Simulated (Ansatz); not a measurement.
## LiIn, first-principles data

LiIn:
```
CELL_PARAMETERS angstrom
      0.00000     3.41246     3.41246
      3.41246     0.00000     3.41246
      3.41246     3.41246     0.00000
ATOMIC_POSITIONS crystal
  In 0.50000 0.50000 0.50000
  In 0.75000 0.75000 0.75000
  Li 0.00000 0.00000 0.00000
  Li 0.25000 0.25000 0.25000
```

Space group Fd-3m (No. 227); conventional cell a = b = c = 6.8249 Å, α = β = γ = 90.00°.

Method: the program Ansatz at the r²SCAN level (PAW). Geometry: relaxed at this level of theory. Other levels are named where they apply.

Cell and energy:

Volume per atom: 19.87 Å³
Density: 5.09 g/cm³
Formation energy from the elements (no fitted shifts): -0.35 eV/atom

Electronic structure:

* **Electronic character**: metallic (no gap)
* **Density of states at the Fermi level**: 0.10 states/eV per atom (mean over ±0.08 eV)
* **Gap with spin–orbit coupling**: none (metallic)

Mechanics:

* **Bulk modulus (Birch–Murnaghan fit)**: 389 kbar
* **Pressure derivative B′**: 4.9

Charges:

Bader charges: In -0.87, Li +0.87 e

The workflow started from an entry of the Crystallography Open Database (COD). Its standing as an ambient phase is unchecked. Symmetry was held in the r²SCAN relaxation; whether a distortion lowers the energy is not shown. The references are the lowest solids computed at this level, not always the standard phases. Scalar-relativistic: spin–orbit coupling is off unless named, which matters more the heavier the elements.

Potentials: the later of the program's two PAW sets.
